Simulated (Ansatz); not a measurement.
The cell is COD entry 1537623, as deposited and not checked against the literature; nothing was relaxed.

An input for Pb and the output that it gave: DFT, PBEsol, all-electron LAPW, scalar-relativistic (Ansatz 0.2.0).

Command: `ansatz run input.yaml --threads 1 --pin off --max-ram 3072MiB --backend cpu --events-out ev --progress --plain --runs-dir out` The run took 72 s on 1 thread of Arm Neoverse V1, with other jobs on the host, peak memory 0.56 GiB.

```yaml
crystal:
  lattice:
    - [3.4800006906, 0.0, 0.0]
    - [-1.7400003453, 3.0137690032, 0.0]
    - [0.0, 0.0, 5.59]
  atoms:
    - { symbol: Pb, position: [0.3333333333, 0.6666666667, 0.25] }
    - { symbol: Pb, position: [0.6666666667, 0.3333333333, 0.75] }
kpoints:
  mp_grid: { grid: [14, 14, 8] }
  band_path:
    path:
      - [0.0, 0.0, 0.0]
      - [0.5, 0.0, 0.0]
      - [0.3333333333, 0.3333333333, 0.0]
      - [0.0, 0.0, 0.0]
      - [0.0, 0.0, 0.5]
      - [0.5, 0.0, 0.5]
      - [0.3333333333, 0.3333333333, 0.5]
      - [0.0, 0.0, 0.5]
      - [0.5, 0.0, 0.5]
    npoints: 14
scf:
  occupations: { method: fermi_dirac, width: 0.08 }
hamiltonian:
  xc: pbesol
  pseudopotentials: { kind: all_electron, lapw: { basis_error: 0.0005 } }
output:
  forces: true
  stress: true
  eigenvalues: true
  populations: true
  dos: { projected: true, de: 0.2, e_range: [-14, 8] }
```

The log:

```
Pb: projections on atomic orbitals take those of the free atom 1s2 2s2 2p6 3s2 3p6 3d10 4s2 4p6 4d10 4f14 5s2 5p6 5d10 6s2 6p2, of charge +0.00 (hamiltonian.pseudopotentials.projection_atoms)
LAPW: plane waves up to 6.762 Å⁻¹, error target 5.0e-4 eV per atom; small_component_spin mean_spin; Pb in spheres of 1.721 Å, 36 of its electrons in bands, Dirac shells []
Engine: ansatz 0.2.0
Pseudopotentials: kind: all_electron
Pseudopotential: Pb, LAPW, valence charge 36, Koelling and Harmon's equation, gaussian nucleus
Functional definition: PBEsol
  exchange = pbesol_x
  correlation = pbesol_c
Crystal: 2 atoms, lattice volume = 58.627 Å³
Basis set: ecut = 174.2009413049192 eV, 313 PW (Γ), exchange–correlation at level 2
Bands: 44, of which v1, the nominal top of the filled ones, is band 36 counted from 1 (35 counted from 0)
Symmetry: 24 space group operations
Space group: P63/mmc (ITA 194), of the structure as read, at distance tolerance 3.9e-5 Å
k-points: 120 of 1568
Non-local potential: Pb, projectors of the file, none
Initial density: superposition of atomic densities (chi_scale 0.1, normalization cell)
Initial wavefunctions: plane waves of lowest kinetic energy (no species holds an atomic orbital)
Functional: x = pbesol(κ = 0.804, μ = 0.12345679012345678), c = pbesol(β = 0.046)
iter 1 solved again at ethr=8.22e-6 eV; its pass at ethr=1.00e-1 eV (dr2=5.92e-3 eV) is discarded
SCF iter   1: F=—  HF=-1135830.335601 eV  |F-HF|=—  |Δ(HF+E_count)|=         —  Δρ=3.59e-3  dr2=5.97e-3  ethr=8.22e-6  ⟨swp⟩=3.9  Hψ=34920  notcnv=0
preconditioner: auto → LDOS  [metal: Δε(μ)=0.012 eV  Ē_g=19.846 eV  σ=0.080 eV  W_gap=0.04  n_scr=22 (ndim 8)  ℏωp=25.7 eV  f_vac=0.021  D(μ)=1.18/eV (n_scr^D=2)  β→1.0]
iter 2 solved again at ethr=6.11e-7 eV; its pass at ethr=8.22e-6 eV (dr2=4.40e-4 eV) is discarded
SCF iter   2: F=—  HF=-1135830.324491 eV  |F-HF|=—  |Δ(HF+E_count)|=   1.11e-2  Δρ=1.08e-3  dr2=4.40e-4  ethr=6.11e-7  ⟨swp⟩=2.0  Hψ=26712  notcnv=0
SCF iter   3: F=—  HF=-1135830.304910 eV  |F-HF|=—  |Δ(HF+E_count)|=   1.96e-2  Δρ=7.47e-4  dr2=2.37e-4  ethr=6.11e-7  ⟨swp⟩=3.0  Hψ=17121  notcnv=0
SCF iter   4: F=—  HF=-1135830.303920 eV  |F-HF|=—  |Δ(HF+E_count)|=   9.90e-4  Δρ=2.77e-4  dr2=3.29e-5  ethr=3.29e-7  ⟨swp⟩=2.0  Hψ=15513  notcnv=0
SCF iter   5: F=—  HF=-1135830.303908 eV  |F-HF|=—  |Δ(HF+E_count)|=   1.23e-5  Δρ=7.45e-5  dr2=2.43e-6  ethr=4.57e-8  ⟨swp⟩=2.0  Hψ=15513  notcnv=0
SCF iter   6: F=-1135830.303910 eV  HF=-1135830.303910 eV  |F-HF|=2.31e-8  |Δ(HF+E_count)|=   2.23e-6  Δρ=7.74e-6  dr2=2.94e-8  ethr=3.38e-9  ⟨swp⟩=2.0  Hψ=15513  notcnv=0
SCF 1 converged in 6 iterations: F = -1135830.303910 eV  dr2 = 2.94e-8
NSCF: frozen V_eff on 113 k-points
SCF converged after 6 iterations
Free energy (F): -1135830.303910 eV
Harris-Foulkes:  -1135830.303910 eV  (|F-HF|=2.31e-8)
Internal energy: -1135830.279349 eV  (E = F + TS)
E sigma→0 (E₀):  -1135830.291630 eV
Entropy (-TS):   -0.024561 eV (-12.281 meV/atom)
Fermi energy:    16.110346 eV
--- Per-component energies (eV) ---
  E_band       = -4355.677858
  E_kinetic    = 1309464.888944
  E_xc         = -20855.851405
  E_electrostatic = -2424439.316888  (all electrons and nuclei)
  E_smearing   = -0.024561  (= −TS)
  E_closure    = 0.000000  (closes the sum)
  E_atoms      = -1135822.357311  (free atoms, spherical and without spin; not in F)
  Σ components = -1135830.303910   (vs F -1135830.303910, Δ=0.00e0)
  Basis errors (estimates in eV, not in F): energy 9.2e-5 per atom: plane waves 9.0e-5 (6.4e-5 summed), levels above the bands 3.4e-63, relativity 2.9e-9, radial functions 2.5e-6, core shells 1.8e-9; eigenvalues (radial functions only) 1.7e-5; not estimated: angular momenta, meshes, grids; target (lapw.basis_error) 5.0e-4; muffin-tin radii Pb 1.721 Å
--- Forces (eV/Å), atoms counted from 1 ---
  atom   1  Pb     0.00000000    -0.00000000     0.00000000
  atom   2  Pb    -0.00000000     0.00000000     0.00000000
  max |Σ_I F_I| component: 1.16e-18 eV/Å
--- Stress (GPa, compression-positive) ---
        0.380710       0.000000       0.000000
        0.000000       0.380710       0.000000
        0.000000       0.000000       2.226437
  P = ⅓ Tr σ = 0.9960 GPa (9.960 kbar)
--- Band table (eV; the first three rows and the last of 120) ---
  k-point 0: bands = ["-123.4792", "-123.4791", "-112.5319", "-112.5319", "-112.5319", "-112.5319", "-112.5296", "-112.5296", "-112.5296", "-112.5296", "-112.5282", "-112.5282", "-112.5282", "-112.5282", "-112.5277", "-112.5277", "-65.2634", "-65.2634", "-65.2626", "-65.2626", "-65.2594", "-65.2552", "-0.9222", "-0.8724", "-0.8591", "-0.8591", "-0.8339", "-0.8339", "-0.7915", "-0.7915", "-0.5928", "-0.5928", "4.1555", "8.1435", "11.8066", "21.7100", "21.7100", "23.6188", "23.6188", "24.2903", "24.9040", "25.1585", "27.6365", "28.5248"]
  k-point 1: bands = ["-123.4792", "-123.4791", "-112.5319", "-112.5319", "-112.5319", "-112.5319", "-112.5296", "-112.5296", "-112.5296", "-112.5296", "-112.5282", "-112.5282", "-112.5282", "-112.5282", "-112.5277", "-112.5277", "-65.2634", "-65.2634", "-65.2626", "-65.2626", "-65.2593", "-65.2554", "-0.9191", "-0.8728", "-0.8680", "-0.8680", "-0.8384", "-0.8384", "-0.7740", "-0.7740", "-0.5968", "-0.5968", "4.2356", "7.7490", "12.3684", "21.7748", "21.7748", "23.2163", "23.5446", "23.5446", "24.9359", "25.1992", "27.3548", "28.2941"]
  k-point 2: bands = ["-123.4792", "-123.4791", "-112.5319", "-112.5319", "-112.5319", "-112.5319", "-112.5296", "-112.5296", "-112.5296", "-112.5296", "-112.5282", "-112.5282", "-112.5282", "-112.5282", "-112.5277", "-112.5277", "-65.2633", "-65.2633", "-65.2627", "-65.2627", "-65.2588", "-65.2559", "-0.9107", "-0.8797", "-0.8797", "-0.8748", "-0.8503", "-0.8503", "-0.7381", "-0.7381", "-0.6091", "-0.6091", "4.4763", "6.9564", "13.6613", "21.2323", "21.9634", "21.9634", "23.3285", "23.3285", "25.0307", "25.3029", "26.8950", "27.7395"]
  k-point 119: bands = ["-123.4791", "-123.4791", "-112.5319", "-112.5319", "-112.5319", "-112.5319", "-112.5296", "-112.5296", "-112.5296", "-112.5296", "-112.5282", "-112.5282", "-112.5282", "-112.5282", "-112.5277", "-112.5277", "-65.2652", "-65.2652", "-65.2648", "-65.2648", "-65.2569", "-65.2569", "-0.9266", "-0.9266", "-0.7994", "-0.7994", "-0.7622", "-0.7622", "-0.7024", "-0.7024", "-0.5833", "-0.5833", "9.0702", "9.0702", "13.3630", "13.3630", "14.8301", "14.8301", "21.3119", "21.3119", "25.1396", "25.1396", "25.7780", "25.7780"]
--- Löwdin populations: 2 sites ---
  site symbol       q [e]
     0     Pb     81.9776
     1     Pb     81.9776
  spilling = 0.000273 (of n_electrons = 164.000000)
```
